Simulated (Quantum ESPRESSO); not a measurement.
## HfAl2RhTa2Zr2 (one composition in several site orders)

A calculation, not a measurement. The program is pw.x of Quantum ESPRESSO 7.5 (plane-wave density functional theory). The cell is made up: eight metal atoms on a face-centred cubic lattice, with elements, volume, strain and displacements drawn at random and not relaxed, so it may be unstable or far from any real phase. PseudoDojo standard norm-conserving files set the functional (PBE unless stated); there is no spin polarisation or spin-orbit coupling, the Fermi-Dirac width of 0.25 eV means electrons at about 2900 K, and the masses in the input are unused placeholders. Heavy elements are run without spin-orbit coupling, which real alloys of them have. A spin test at this wide smearing found no moment, but such smearing suppresses magnetism that the real alloy may have.

The runs put one composition on the sites in different orders. Cell, positions, cutoff, mesh and smearing stay as in the input of run 1; sites are counted in its order. Stress in the tables is positive in tension.

Input of run 1:

```
&control calculation='scf', pseudo_dir='./dojo.nc.sr.pbe.v0_5.standard.upf', outdir='./o', disk_io='medium', tprnfor=.true., tstress=.true. /
&system ibrav=0, nat=8, ntyp=5, nbnd=59, ecutwfc=87.97787729, nosym=.true., tot_charge=0,
 occupations='smearing', smearing='fd', degauss=0.0183746611
/
&electrons conv_thr=1.470e-08, electron_maxstep=70, mixing_beta=0.5 /
ATOMIC_SPECIES
Al 1.0 Al.upf
Hf 1.0 Hf.upf
Rh 1.0 Rh.upf
Ta 1.0 Ta.upf
Zr 1.0 Zr.upf
CELL_PARAMETERS angstrom
0.0 4.2661 4.2661
4.2661 0.0 4.2661
4.2661 4.2661 0.0
ATOMIC_POSITIONS angstrom
Hf -0.0106 -0.0018 0.0276
Al 2.1481 2.1094 -0.0056
Rh 2.1062 -0.0373 2.0802
Ta 4.2856 2.0711 2.1882
Al -0.0075 2.1706 2.1417
Zr 2.1508 4.268 2.1196
Ta 2.134 2.1197 4.2722
Zr 4.2511 4.2256 4.2737
K_POINTS automatic
5 5 5 1 1 1
```

```
run  elements on sites 1 to 8  free energy less that of run 1 (eV)  -TS (eV)  pressure (GPa)  stress xx (GPa)  stress yy (GPa)  stress zz (GPa)  stress yz (GPa)  stress xz (GPa)  stress xy (GPa)  iterations
  1   Hf Al Rh Ta Al Zr Ta Zr                                0.000    -1.719           -3.59             3.94             2.95             3.86            -0.70             0.30            -0.79          15
  2   Rh Ta Ta Zr Al Zr Al Hf                                0.207    -1.679           -3.68             3.11             3.70             4.24            -0.30            -1.35            -0.73          16
  3   Al Hf Al Rh Ta Zr Ta Zr                                0.267    -1.663           -3.76             4.30             2.72             4.27            -0.36             0.73             0.39          16
  4   Al Ta Hf Zr Zr Al Rh Ta                               -0.188    -1.671           -3.65             3.41             3.12             4.42             0.17             0.45            -1.12          16
  5   Al Zr Ta Al Rh Zr Ta Hf                               -0.386    -1.562           -4.80             4.33             5.09             4.99             0.65            -0.90             0.90          15
  6   Zr Rh Ta Ta Al Hf Zr Al                                0.303    -1.686           -3.69             3.39             4.55             3.13             1.63            -0.59             0.18          17
```

Forces Fx Fy Fz (eV/Å):

| site | run 1 | run 2 | run 3 | run 4 | run 5 | run 6 |
| --- | --- | --- | --- | --- | --- | --- |
| 1 | 0.18 -0.09 -0.05 | -0.04 -0.06 0.05 | 0.07 -0.02 -0.19 | -0.15 -0.09 -0.03 | 0.10 -0.05 -0.23 | -0.01 -0.16 -0.29 |
| 2 | -0.01 0.04 0.15 | 0.07 0.19 0.12 | -0.02 0.24 0.11 | -0.02 -0.01 0.19 | 0.04 0.16 0.02 | 0.07 0.05 0.09 |
| 3 | 0.02 0.08 0.16 | -0.11 0.08 0.12 | -0.12 0.13 0.34 | 0.16 0.18 0.31 | 0.07 0.08 0.47 | 0.10 0.27 0.43 |
| 4 | -0.26 0.21 -0.35 | -0.20 0.03 -0.18 | -0.09 0.03 -0.03 | -0.33 0.13 -0.36 | -0.23 0.13 -0.26 | -0.11 0.20 -0.25 |
| 5 | 0.00 -0.23 0.08 | 0.07 -0.20 0.09 | 0.16 -0.30 -0.04 | 0.21 -0.35 -0.02 | 0.06 -0.17 0.10 | -0.02 -0.20 -0.04 |
| 6 | -0.14 -0.14 0.21 | 0.17 -0.20 0.07 | -0.10 -0.16 0.19 | 0.07 -0.10 0.01 | -0.02 -0.19 0.22 | 0.00 -0.21 0.31 |
| 7 | -0.06 -0.09 -0.08 | -0.14 -0.07 -0.09 | -0.10 -0.08 -0.20 | -0.10 -0.06 -0.06 | -0.26 -0.04 -0.23 | -0.18 -0.09 -0.22 |
| 8 | 0.28 0.22 -0.11 | 0.18 0.23 -0.19 | 0.19 0.16 -0.17 | 0.16 0.29 -0.04 | 0.25 0.08 -0.08 | 0.14 0.12 -0.02 |

The sites are displaced and not relaxed, so the energy differences mix bonding between neighbours with strain and are not ordering energies. A rerun of one cell of this series at a higher cutoff and on a denser mesh moved values by no more than 0.003 eV in energy, 0.02 GPa in stress and 0.003 eV/Å in force, and a second program with other atomic files agreed on that cell to 2 % rms in force and 0.5 GPa in pressure.